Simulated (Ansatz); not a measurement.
MgO (rock salt)

```xyz
4
Lattice="0.0000 4.2537 4.2537 2.1269 0.0000 2.1269 2.1269 2.1269 0.0000" Properties=species:S:1:pos:R:3 pbc="T T T"
O      0.0000     0.0000     0.0000
O      0.0000     2.1269     2.1269
Mg     2.1269     2.1269     2.1269
Mg     2.1269     4.2537     4.2537
```

Scan: atom 3 (Mg, nearest neighbour O at 2.127 Å; its periodic images, 3.0 Å or more away, move with it) is displaced along Cartesian [111], direction (0.577, 0.577, 0.577) in Cartesian axes, by s. The other atoms stay.

Level of theory: PBE (plane waves to 420 eV, PAW, scalar-relativistic; Ansatz, a program for electronic structure). k mesh 11×11×11 (Γ-centred), Fermi-Dirac smearing 0.05 eV. E stands for the smeared free energy. MgO was relaxed with its symmetry unable to fall. The zero of ΔE is the undisplaced structure.

```
s (Å)   ΔE (meV/cell)
------  -------------
-0.430       withheld
-0.344            376
-0.258            212
-0.172             94
-0.086             24
0.000               0
0.086              24
0.172              94
0.258             212
0.344             376
0.430        withheld
```

Question: Fit an even polynomial form (powers 2, 4) to the given rows and predict ΔE at s = 0.430.

Answer: Least squares on the 9 given rows: ΔE = (3190)·s² + (-106.8)·s⁴, in meV/cell with s in Å; root-mean-square residual 0.2 meV/cell. At 0.430 the fit gives 586 meV/cell; the calculation gives 585 meV/cell, so the extrapolation is off by 1 (+0.2 %). The quadratic term alone would give 590 meV/cell.

(A displaced cell: forces are minus the slopes of the energy, force constants its curvatures, and phonons follow from these.)
